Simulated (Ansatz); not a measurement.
LuNi$_{5}$ in space group P6/mmm (No. 191; Lu on 1a, Ni on 3g, Ni on 2c), the program Ansatz at the r²SCAN level (PAW), all energies at zero smearing, with the estimated change up to a 700 eV cutoff added, with one set of potentials and settings (totals compare only within such a set). Cell of 6 atoms (1 Lu, 5 Ni): -43971.989 eV.

| element | reference phase | E (eV/atom) |
|---|---|---|
| Lu | P6_3/mmc, 2 atoms in the cell | -14743.6978 |
| Ni | Fm-3m, 1 atoms in the cell, spin-polarised | -5845.2912 |

Formation energy per atom, worked out: (-43971.989 − 1×(-14743.6978) − 5×(-5845.2912))/6 = -0.306 eV/atom (-30 kJ per mol of atoms), at 0 K, without zero-point energy or fitted corrections.

The workflow started from a Materials Project entry (that database holds measured and hypothetical structures alike); the Crystallography Open Database files this formula in space group No. 191, but the cells were not matched. Its standing as an ambient phase is unchecked. The r²SCAN relaxation kept the symmetry of its start, as lowered by the spin order; its stability against distortions is not shown here. The final state is ferrimagnetic, the only order run, not a proven ground state. Other orbital occupations within this spin state were not tried. The references are the lowest solids computed at this level, not always the standard phases. Spin–orbit coupling is left out wherever it is not named.

Potentials: the later of the program's two PAW sets.
